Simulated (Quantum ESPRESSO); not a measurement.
## Cu2Ru3In2Al (one run as intended and one with a planted mistake)

Computed values, not a measurement. The program is pw.x of Quantum ESPRESSO 7.5 (plane-wave density functional theory). The cell is made up: eight metal atoms on a hexagonal close-packed lattice, with elements, volume, strain and displacements drawn at random and not relaxed, so it may be unstable or far from any real phase. PseudoDojo standard norm-conserving files set the functional (PBE unless stated); there is no spin polarisation or spin-orbit coupling, the Fermi-Dirac width of 0.25 eV means electrons at about 2900 K, and the masses in the input are unused placeholders. The copper pseudopotential is less sure than most, with forces differing by about three percent and pressure by about two GPa from a second method on plain copper. A spin test at this wide smearing found no moment, but such smearing suppresses magnetism that the real alloy may have.

Intended input:

```
&control calculation='scf', pseudo_dir='./dojo.nc.sr.pbe.v0_5.standard.upf', outdir='./o', disk_io='minimal', tprnfor=.true., tstress=.true. /
&system ibrav=0, nat=8, ntyp=4, nbnd=71, ecutwfc=92.02030273, nosym=.true., tot_charge=0,
 occupations='smearing', smearing='fd', degauss=0.0183746611
/
&electrons conv_thr=1.470e-08, electron_maxstep=70, mixing_beta=0.5 /
ATOMIC_SPECIES
Al 1.0 Al.upf
Cu 1.0 Cu.upf
In 1.0 In.upf
Ru 1.0 Ru.upf
CELL_PARAMETERS angstrom
4.0921 -2.4247 0.0011
-2.729 0.0006 -4.5168
2.6965 4.7948 0.0189
ATOMIC_POSITIONS angstrom
Cu 0.0064 0.0114 0.0266
Ru 1.3443 2.4051 0.0047
Ru -0.0137 1.5827 -2.2489
In 1.2992 4.0018 -2.2525
In 2.6982 0.0391 0.0261
Cu 4.1176 2.4074 0.0029
Ru 1.4327 -0.8393 -2.2255
Al 2.7043 1.5742 -2.2905
K_POINTS automatic
6 5 5 1 1 1
```

The log is shortened where brackets say so; the opening notice, blank lines, dates and the lines on written files are dropped, and the path of the files is cut. It prints rydbergs, bohrs and kilobars, and counts compression as positive stress. Its total energy is the free energy E - TS of the whole cell.

Log of the intended run:

```
     Program PWSCF v.7.5
     Parallel version (MPI & OpenMP), running on       4 processor cores
     Number of MPI processes:                 4
     Threads/MPI process:                     1
     [start-up lines left out]
     bravais-lattice index     =            0
     lattice parameter (alat)  =       8.9885  a.u.
     unit-cell volume          =     796.4086 (a.u.)^3
     number of atoms/cell      =            8
     number of atomic types    =            4
     number of electrons       =       115.00
     number of Kohn-Sham states=           71
     kinetic-energy cutoff     =      92.0203  Ry
     charge density cutoff     =     368.0812  Ry
     scf convergence threshold =      1.5E-08
     mixing beta               =       0.5000
     number of iterations used =            8  plain     mixing
     Exchange-correlation= PBE
                           (   1   4   3   4   0   0   0)
     [axes and pseudopotential details left out]
   Cartesian axes
     site n.     atom                  positions (alat units)
         1        Cu     tau(   1) = (   0.0013455   0.0023967   0.0055923  )
         2        Ru     tau(   2) = (   0.2826228   0.5056431   0.0009881  )
         3        Ru     tau(   3) = (  -0.0028803   0.3327435  -0.4728039  )
         4        In     tau(   4) = (   0.2731410   0.8413299  -0.4735608  )
         5        In     tau(   5) = (   0.5672638   0.0082203   0.0054872  )
         6        Cu     tau(   6) = (   0.8656755   0.5061266   0.0006097  )
         7        Ru     tau(   7) = (   0.3012078  -0.1764526  -0.4678844  )
         8        Al     tau(   8) = (   0.5685463   0.3309565  -0.4815498  )
     number of k points=    75  Fermi-Dirac smearing, width (Ry)=  0.0184
                       cart. coord. in units 2pi/alat
        k(    1) = (   0.1170860   0.0340486  -0.1760448), wk =   0.0266667
        k(    2) = (   0.2053673   0.1830143  -0.2293635), wk =   0.0266667
     [further k points left out]
     Dense  grid:    95051 G-vectors     FFT dimensions: (  60,  64,  64)
     Estimated max dynamical RAM per process >     407.11 MB
     Estimated total dynamical RAM >       1.52 GB
     Initial potential from superposition of free atoms
     starting charge     114.9868, renormalised to     115.0000
     Starting wfcs are   72 randomized atomic wfcs
     total cpu time spent up to now is        6.3 secs
     per-process dynamical memory:   336.3 Mb
     Self-consistent Calculation
     iteration #  1     ecut=    92.02 Ry     beta= 0.50
     Davidson diagonalization with overlap
     ethr =  1.00E-02,  avg # of iterations =  5.7
     total cpu time spent up to now is       24.6 secs
     total energy              =   -1632.45531435 Ry
     estimated scf accuracy    <       4.67081309 Ry
     iteration #  2     ecut=    92.02 Ry     beta= 0.50
     Davidson diagonalization with overlap
     ethr =  4.06E-03,  avg # of iterations =  3.0
     total cpu time spent up to now is       41.5 secs
     total energy              =   -1634.00617148 Ry
     estimated scf accuracy    <      15.70513121 Ry
     [iterations 3 to 15 left out]
     iteration # 16     ecut=    92.02 Ry     beta= 0.50
     Davidson diagonalization with overlap
     ethr =  1.46E-10,  avg # of iterations =  1.1
     total cpu time spent up to now is      236.0 secs
     total energy              =   -1635.32947342 Ry
     estimated scf accuracy    <       0.00000003 Ry
     iteration # 17     ecut=    92.02 Ry     beta= 0.50
     Davidson diagonalization with overlap
     ethr =  2.90E-11,  avg # of iterations =  2.0
     total cpu time spent up to now is      249.4 secs
     End of self-consistent calculation
     [lines on levels left out]
!    total energy              =   -1635.32947342 Ry
     estimated scf accuracy    <          3.5E-09 Ry
     smearing contrib. (-TS)   =      -0.09516465 Ry
     internal energy E=F+TS    =   -1635.23430877 Ry
     The total energy is F=E-TS. E is the sum of the following terms:
     one-electron contribution =    -717.23149823 Ry
     hartree contribution      =     439.28066024 Ry
     xc contribution           =    -278.51062600 Ry
     ewald contribution        =   -1078.77284478 Ry
     convergence has been achieved in  17 iterations
     Forces acting on atoms (cartesian axes, Ry/au):
     atom    1 type  2   force =    -0.01147899   -0.00425877   -0.00784953
     atom    2 type  4   force =     0.02381813    0.00920794    0.00910053
     atom    3 type  4   force =     0.02514125    0.01802297    0.00488498
     atom    4 type  3   force =     0.00789053   -0.01843140    0.04384851
     atom    5 type  3   force =     0.03489362   -0.00985485   -0.02345951
     atom    6 type  2   force =    -0.01952655   -0.00308639    0.00730889
     atom    7 type  4   force =    -0.03590612    0.00830093   -0.01280192
     atom    8 type  1   force =    -0.02483187    0.00009958   -0.02103196
     Total force =     0.095615     Total SCF correction =     0.000387
     Computing stress (Cartesian axis) and pressure
          total   stress  (Ry/bohr**3)                   (kbar)     P=       68.86
   0.00050139  -0.00004532  -0.00003662           73.76       -6.67       -5.39
  -0.00004532   0.00045607  -0.00011922           -6.67       67.09      -17.54
  -0.00003662  -0.00011922   0.00044675           -5.39      -17.54       65.72
     init_run     :      5.93s CPU      6.21s WALL (       1 calls)
     electrons    :    236.97s CPU    243.08s WALL (       1 calls)
     forces       :      2.12s CPU      2.12s WALL (       1 calls)
     stress       :      7.35s CPU      7.35s WALL (       1 calls)
     [timing details left out]
     PWSCF        :   4m12.51s CPU   4m18.92s WALL
     JOB DONE.
```

A second run has one planted mistake: one coordinate of one atom is wrong. The input lines that differ:

```
- Ru 1.4327 -0.8393 -2.2255
+ Ru 1.5627 -0.8393 -2.2255
```

Its log:

```
     Program PWSCF v.7.5
     Parallel version (MPI & OpenMP), running on       4 processor cores
     Number of MPI processes:                 4
     Threads/MPI process:                     1
     [start-up lines left out]
     bravais-lattice index     =            0
     lattice parameter (alat)  =       8.9885  a.u.
     unit-cell volume          =     796.4086 (a.u.)^3
     number of atoms/cell      =            8
     number of atomic types    =            4
     number of electrons       =       115.00
     number of Kohn-Sham states=           71
     kinetic-energy cutoff     =      92.0203  Ry
     charge density cutoff     =     368.0812  Ry
     scf convergence threshold =      1.5E-08
     mixing beta               =       0.5000
     number of iterations used =            8  plain     mixing
     Exchange-correlation= PBE
                           (   1   4   3   4   0   0   0)
     [axes and pseudopotential details left out]
   Cartesian axes
     site n.     atom                  positions (alat units)
         1        Cu     tau(   1) = (   0.0013455   0.0023967   0.0055923  )
         2        Ru     tau(   2) = (   0.2826228   0.5056431   0.0009881  )
         3        Ru     tau(   3) = (  -0.0028803   0.3327435  -0.4728039  )
         4        In     tau(   4) = (   0.2731410   0.8413299  -0.4735608  )
         5        In     tau(   5) = (   0.5672638   0.0082203   0.0054872  )
         6        Cu     tau(   6) = (   0.8656755   0.5061266   0.0006097  )
         7        Ru     tau(   7) = (   0.3285387  -0.1764526  -0.4678844  )
         8        Al     tau(   8) = (   0.5685463   0.3309565  -0.4815498  )
     number of k points=    75  Fermi-Dirac smearing, width (Ry)=  0.0184
                       cart. coord. in units 2pi/alat
        k(    1) = (   0.1170860   0.0340486  -0.1760448), wk =   0.0266667
        k(    2) = (   0.2053673   0.1830143  -0.2293635), wk =   0.0266667
     [further k points left out]
     Dense  grid:    95051 G-vectors     FFT dimensions: (  60,  64,  64)
     Estimated max dynamical RAM per process >     407.11 MB
     Estimated total dynamical RAM >       1.52 GB
     Initial potential from superposition of free atoms
     starting charge     114.9868, renormalised to     115.0000
     Starting wfcs are   72 randomized atomic wfcs
     total cpu time spent up to now is        6.6 secs
     per-process dynamical memory:   344.5 Mb
     Self-consistent Calculation
     iteration #  1     ecut=    92.02 Ry     beta= 0.50
     Davidson diagonalization with overlap
     ethr =  1.00E-02,  avg # of iterations =  5.7
     total cpu time spent up to now is       25.7 secs
     total energy              =   -1632.42628781 Ry
     estimated scf accuracy    <       4.68521755 Ry
     iteration #  2     ecut=    92.02 Ry     beta= 0.50
     Davidson diagonalization with overlap
     ethr =  4.07E-03,  avg # of iterations =  3.0
     total cpu time spent up to now is       43.5 secs
     total energy              =   -1633.98694028 Ry
     estimated scf accuracy    <      15.86143564 Ry
     [iterations 3 to 15 left out]
     iteration # 16     ecut=    92.02 Ry     beta= 0.50
     Davidson diagonalization with overlap
     ethr =  1.44E-10,  avg # of iterations =  1.1
     total cpu time spent up to now is      260.0 secs
     total energy              =   -1635.31442938 Ry
     estimated scf accuracy    <       0.00000004 Ry
     iteration # 17     ecut=    92.02 Ry     beta= 0.50
     Davidson diagonalization with overlap
     ethr =  3.20E-11,  avg # of iterations =  1.4
     total cpu time spent up to now is      274.0 secs
     End of self-consistent calculation
     [lines on levels left out]
!    total energy              =   -1635.31442938 Ry
     estimated scf accuracy    <          6.8E-09 Ry
     smearing contrib. (-TS)   =      -0.09492927 Ry
     internal energy E=F+TS    =   -1635.21950011 Ry
     The total energy is F=E-TS. E is the sum of the following terms:
     one-electron contribution =    -719.45479079 Ry
     hartree contribution      =     440.41364766 Ry
     xc contribution           =    -278.54211148 Ry
     ewald contribution        =   -1077.63624549 Ry
     convergence has been achieved in  17 iterations
     Forces acting on atoms (cartesian axes, Ry/au):
     atom    1 type  2   force =    -0.01100904   -0.00638979   -0.00985916
     atom    2 type  4   force =     0.02741166    0.01261285    0.00002430
     atom    3 type  4   force =     0.04641140    0.01573967    0.00341465
     atom    4 type  3   force =     0.02284223   -0.03248781    0.04383236
     atom    5 type  3   force =     0.04124666   -0.00728290   -0.00664175
     atom    6 type  2   force =    -0.01847806   -0.00336619    0.00814757
     atom    7 type  4   force =    -0.08640041    0.01513746   -0.01813739
     atom    8 type  1   force =    -0.02202444    0.00603670   -0.02078057
     Total force =     0.135188     Total SCF correction =     0.000472
     Computing stress (Cartesian axis) and pressure
          total   stress  (Ry/bohr**3)                   (kbar)     P=       83.23
   0.00059797  -0.00003159  -0.00005080           87.96       -4.65       -7.47
  -0.00003159   0.00057094  -0.00011770           -4.65       83.99      -17.31
  -0.00005080  -0.00011770   0.00052835           -7.47      -17.31       77.72
     init_run     :      6.13s CPU      6.41s WALL (       1 calls)
     electrons    :    260.90s CPU    267.41s WALL (       1 calls)
     forces       :      2.36s CPU      2.38s WALL (       1 calls)
     stress       :      7.95s CPU      7.95s WALL (       1 calls)
     [timing details left out]
     PWSCF        :   4m37.53s CPU   4m44.43s WALL
     JOB DONE.
```

```
                                            intended run  run with the mistake
                          free energy (eV)    -22249.791            -22249.586
         entropy term -TS, part of it (eV)        -1.295                -1.292
                            pressure (GPa)          6.89                  8.32
size of the largest force component (eV/Å)         1.127                 2.221
largest change of a force component (eV/Å)                               1.298
                                iterations            17                    17
```

For scale, a rerun of the intended cell at a higher cutoff and on a denser mesh moved values by no more than 0.003 eV in energy, 0.02 GPa in stress and 0.003 eV/Å in force, and a second program with other atomic files agreed on that cell to 2 % rms in force and 0.5 GPa in pressure.